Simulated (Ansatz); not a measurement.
Consider the following.

MgO:
```
CELL_PARAMETERS angstrom
      3.30273     0.00000     0.00000
     -1.65136     2.86025     0.00000
      0.00000     0.00000     5.02073
ATOMIC_POSITIONS crystal
  Mg 0.33333 0.66667 0.00374
  Mg 0.66667 0.33333 0.50374
  O  0.33333 0.66667 0.40086
  O  0.66667 0.33333 0.90086
```

This is the PBEsol-relaxed structure.

All from the program Ansatz at the PBEsol level (PAW), unless another level is named. Predict the static dielectric constant ε0 (ions relaxed, cell fixed).

5.59 (xx = yy), 7.32 (zz).

And the electronic dielectric constant ε∞ (DFPT)?

3.03 (xx = yy), 3.14 (zz).

Predict the largest static χ(2) component.

5.5 pm/V.

Predict the Born charges (a third of the trace).

Mg +1.83, O -1.83 e.

Space group P6_3mc (wurtzite). The workflow started from a Materials Project entry (that database holds measured and hypothetical structures alike); the Crystallography Open Database copy checked does not list it. It is not the phase usual at ambient conditions (space group No. 225). Symmetry was held in the PBEsol relaxation; phonons on a q-mesh show no instability.

Potentials: the later of the program's two PAW sets.
